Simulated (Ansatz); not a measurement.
Sheets of one type (M2XT2 MXene (fcc sites)-type), DFT-r²SCAN+D4 in the program Ansatz with PAW potentials; HSE06 gaps on those cells.

```json
[
 {"layer": "Zr2NO2", "a (Å)": "3.248", "thickness (Å)": "4.63"},
 {"layer": "Ti2NO2", "a (Å)": "2.979", "thickness (Å)": "4.39"},
 {"layer": "Sc2NO2", "a (Å)": "3.233", "thickness (Å)": "4.37"},
 {"layer": "Nb2NO2", "a (Å)": "3.119", "thickness (Å)": "4.51"},
 {"layer": "Hf2NO2", "a (Å)": "(withheld)", "thickness (Å)": "(withheld)"},
 {"layer": "Mo2NO2", "a (Å)": "3.143", "thickness (Å)": "4.12"},
 {"layer": "Hf2CO2", "a (Å)": "3.256", "thickness (Å)": "4.59"}
]
```

Problem. Fill in the missing entries.

Solution. 
- Hf2NO2, a (Å): 3.207
- Hf2NO2, thickness (Å): 4.61

Spin orders computed, not proven ground states: Sc2NO2, M2XT2 MXene (fcc sites)-type layer ferromagnetic; Mo2NO2, M2XT2 MXene (fcc sites)-type layer ferromagnetic. Began spin-polarised and lost the moments: Zr2NO2, M2XT2 MXene (fcc sites)-type layer; Ti2NO2, M2XT2 MXene (fcc sites)-type layer; Nb2NO2, M2XT2 MXene (fcc sites)-type layer; Hf2NO2, M2XT2 MXene (fcc sites)-type layer. All cells were relaxed under the symmetry of their starts (and spin orders); stability against distortions was not tested throughout. Rows with no word on spin ran without spin polarisation. No Hubbard U is applied. Scalar-relativistic: spin–orbit coupling is off unless named, which matters more the heavier the elements. Constructed layers (a layer type filled with these elements): Zr2NO2, M2XT2 MXene (fcc sites)-type layer; Ti2NO2, M2XT2 MXene (fcc sites)-type layer; Sc2NO2, M2XT2 MXene (fcc sites)-type layer; Nb2NO2, M2XT2 MXene (fcc sites)-type layer; Hf2NO2, M2XT2 MXene (fcc sites)-type layer; Mo2NO2, M2XT2 MXene (fcc sites)-type layer; Hf2CO2, M2XT2 MXene (fcc sites)-type layer.

Potentials: the later of the program's two PAW sets.
